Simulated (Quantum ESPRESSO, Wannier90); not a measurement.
## Wannier functions of Ir (fcc (Cu type))

```yaml
crystal:
  lattice:
    - [0.00000, 1.92697, 1.92697]
    - [1.92697, 0.00000, 1.92697]
    - [1.92697, 1.92697, 0.00000]
  atoms:
    - { symbol: Ir, position: [0.00000, 0.00000, 0.00000] }
```

Structure: Materials Project mp-101, symmetrised, not relaxed again. This is the element's usual structure. Method: PBEsol plane waves in Quantum ESPRESSO 7.5 (PseudoDojo norm-conserving files, 55 Ry, spinors with spin-orbit coupling), Bloch states on a 10×10×10 mesh through Γ, Wannier90 4.0.1. Density: 18×18×18 mesh, cold smearing 0.01 Ry.

The plane-wave run has 42 bands and 17 electrons a cell. On the energy scale of pw.x, whose zero is arbitrary, the Fermi level lies at 25.50 eV.

Input w.win, without the blocks of cell, atoms and k-points (1000 lines):

```
num_bands = 34
num_wann = 18
exclude_bands = 1-8
spinors = true
num_iter = 800
conv_tol = 1.0e-6
conv_window = 4
dis_num_iter = 1000
dis_conv_tol = 1.0e-6
dis_froz_max = 27.00
write_hr = true
write_u_matrices = true
begin projections
f=-0.00594,0.00469,-0.01691: s;p;d
end projections
mp_grid = 11 10 10
```

Question: Check the input against the numbers above: what is wrong, and how is it mended?

Answer: wannier90.x -pp stops with:
```
Error: Wrong number of lines in block kpoints
```
The product of the three numbers of mp_grid differs from the number of lines in the kpoints block. Mended as below, all else unchanged, the run goes through (Ω_I = 15.8 Å²) and follows the plane-wave bands to 2.3 meV rms (states up to 1.0 eV relative to the Fermi level).
```
mp_grid = 10 10 10
```
